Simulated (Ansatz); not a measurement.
# Molecular dynamics of SnO2 in the rutile structure

The computed numbers are results of PBE, scalar-relativistic (no spin polarisation) in the plane-wave PAW code Ansatz at 420 eV, 2×3×2 k-mesh, Gaussian smearing of 0.05 eV; PAW files: Ansatz's generated set soft_2.

The start was a prototype's sites filled with these elements; the Crystallography Open Database holds the compound in this structure.

A 2×1×2 supercell of the relaxed crystal (24 atoms) starts from its ideal positions with Maxwell–Boltzmann velocities for 600 K; NVT with a Nosé–Hoover thermostat, time step 1.5 fs.

```xyz
24
Lattice="9.655 0.000 0.000 0.000 4.828 0.000 0.000 0.000 6.475" Properties=species:S:1:pos:R:3 pbc="T T T"
Sn    0.000    4.828    0.000
Sn    2.414    2.414    1.619
O     1.480    1.480    0.000
O     3.894    0.934    1.619
O     0.934    3.894    1.619
O     3.348    3.348    0.000
Sn    0.000    4.828    3.238
Sn    2.414    2.414    4.857
O     1.480    1.480    3.238
O     3.894    0.934    4.857
O     0.934    3.894    4.857
O     3.348    3.348    3.238
Sn    4.828    4.828    0.000
Sn    7.242    2.414    1.619
O     6.308    1.480    0.000
O     8.722    0.934    1.619
O     5.762    3.894    1.619
O     8.175    3.348    0.000
Sn    4.828    4.828    3.238
Sn    7.242    2.414    4.857
O     6.308    1.480    3.238
O     8.722    0.934    4.857
O     5.762    3.894    4.857
O     8.175    3.348    3.238
```

Question: How do temperature, potential energy and pressure develop over the first steps?

Answer: Kinetic energy flows into the lattice: the temperature goes from 600 K to a minimum of 214 K at 16.5 fs and stands at 276 K after 30 fs, with the potential energy 41 meV/atom over the start. Starting from the bottom of their wells, the modes swing together and trade kinetic for potential energy, and the thermostat adds or takes energy besides: kinetic plus potential energy has changed by 1 meV/atom at the last step. The run is far too short for thermal averages. The temperature counts 3N − 3 degrees of freedom, and the pressure holds the kinetic part.

```
t (fs)  T (K)  E_pot − E_pot(0) (meV/atom)  P (GPa)  rms shift (Å)  drift of the conserved energy (meV/atom)
   0.0    600                          0.0     0.60          0.000                                      0.00
   3.0    563                          4.7     0.74          0.025                                      0.03
   6.0    466                         16.7     1.05          0.049                                      0.11
   9.0    349                         31.3     1.41          0.069                                      0.20
  12.0    256                         43.0     1.67          0.085                                      0.26
  15.0    214                         48.2     1.73          0.096                                      0.25
  18.0    224                         47.1     1.60          0.104                                      0.20
  21.0    260                         42.7     1.34          0.110                                      0.14
  24.0    290                         39.1     1.07          0.115                                      0.10
  27.0    296                         38.6     0.87          0.120                                      0.10
  30.0    276                         41.3     0.75          0.125                                      0.14
```

Positions (Å) and forces (eV/Å) at t = 27.0 fs:

```xyz
24
Lattice="9.655 0.000 0.000 0.000 4.828 0.000 0.000 0.000 6.475" Properties=species:S:1:pos:R:3:forces:R:3 pbc="T T T"
Sn    0.056    4.857    0.037   -0.991   -0.722   -0.976
Sn    2.374    2.457    1.666    1.345   -0.744   -0.775
O     1.486    1.482   -0.032   -0.241   -0.135    0.772
O     4.000    0.982    1.623   -0.485   -0.215   -0.106
O     1.073    3.982    1.583   -0.925    0.404    0.523
O     3.405    3.226    0.007    0.104    0.872   -0.148
Sn   -0.059    4.852    3.249    0.130   -0.497   -0.154
Sn    2.408    2.378    4.902   -0.132    0.790   -1.378
O     1.412    1.467    3.161    0.356    0.240    0.994
O     3.882    0.917    4.854    0.219   -0.329   -0.335
O     0.882    3.852    4.821    0.258    0.226    0.469
O     3.338    3.313    3.268    0.126    0.225    0.381
Sn    4.859    4.861   -0.044   -0.548   -0.859    1.127
Sn    7.227    2.458    1.593    0.223   -0.744   -0.107
O     6.335    1.472   -0.081   -0.329   -0.428    0.608
O     8.629    0.854    1.608    0.342   -0.248   -0.064
O     5.560    3.625    1.588    0.306    1.544    0.103
O     8.265    3.244    0.053    0.062    0.564   -0.817
Sn    4.854    4.828    3.238   -0.480   -0.361   -0.981
Sn    7.230    2.396    4.831    0.878   -0.024   -0.058
O     6.397    1.409    3.154   -0.490   -0.324    0.768
O     8.627    0.857    4.880    0.518   -0.225    0.067
O     5.789    3.869    4.815   -0.103    0.237    0.152
O     8.295    3.182    3.224   -0.143    0.755   -0.065
```

The k-mesh is coarse, so small energy differences aren't converged.
